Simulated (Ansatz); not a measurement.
## RbZn4As3: pressure against volume

A database entry relaxed whole under r2SCAN (P4/mmm):

```
Rb Zn As
1.0
     4.14948    0.00000    0.00000
     0.00000    4.14948    0.00000
     0.00000    0.00000   10.40534
Rb Zn As
1 4 3
Direct
  0.00000 0.00000 0.50000
  0.00000 0.50000 0.15755
  0.50000 0.00000 0.15755
  0.00000 0.50000 0.84245
  0.50000 0.00000 0.84245
  0.50000 0.50000 0.28936
  0.50000 0.50000 0.71064
  0.00000 0.00000 0.00000
```

The cell was scaled uniformly, its shape held, and the atoms relaxed at each volume with plane-wave PAW DFT (Ansatz 0.2.0; r2SCAN, 500 eV, 8×8×4 Γ-centred mesh, fermi-dirac occupations of width 0.020 eV; no spin, no spin-orbit coupling). One row is withheld.

| volume (Å³/atom) | energy over the lowest (meV/atom) | pressure (GPa) |
| --- | --- | --- |
| 21.051 | 11.4 | 2.87 |
| 21.499 | 4.9 | 1.80 |
| 21.947 | 1.2 | 0.86 |
| 22.395 | 0.0 | 0.02 |
| 22.843 | ? | ? |
| 23.291 | 4.0 | -1.39 |
| 23.739 | 8.7 | -1.97 |

Problem. Fit the pressures of the other rows to the third-order Birch-Murnaghan form.

Solution. With f = [(V₀/V)^(2/3) − 1]/2 and P = 3B₀f(1 + 2f)^(5/2)[1 + 3(B₀′ − 4)f/2], least squares gives V₀ = 22.41 Å³ an atom, B₀ = 39.4 GPa and B₀′ = 4.9; the rows miss the fit by less than 0.01 GPa. The slope of the energies differs from these pressures by less than 0.05 GPa.

Problem. What does the withheld row hold?

Solution. The fit gives -0.72 GPa at 22.843 Å³; the run gave -0.73 GPa and 1.0 meV an atom.

Caveats: the shape of the cell was held, so B₀ is an upper bound where the axes differ in stiffness; 0 K, fixed nuclei; the symmetry was kept, and this need not be the phase that is stable at 0 K; one mesh for all volumes; pressure is positive in compression.
